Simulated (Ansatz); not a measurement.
**Question.** Name crystals whose computed values (the program Ansatz at the PBE level (PAW)) fall in these windows: gap (eV) 0.39 to 0.53; B₀ by P(V) fit (GPa) 13 to 18.

**Answer.** 

```csv
crystal,gap (eV),B₀ by P(V) fit (GPa)
"CsSnI3, cubic perovskite",0.46,15.3
```
Others may fit too.

Not the usual ambient phase: CsSnI3, cubic perovskite. The cell was relaxed under the symmetry of its start. Spin–orbit coupling is left out wherever it is not named.

Potentials: the later of the program's two PAW sets.
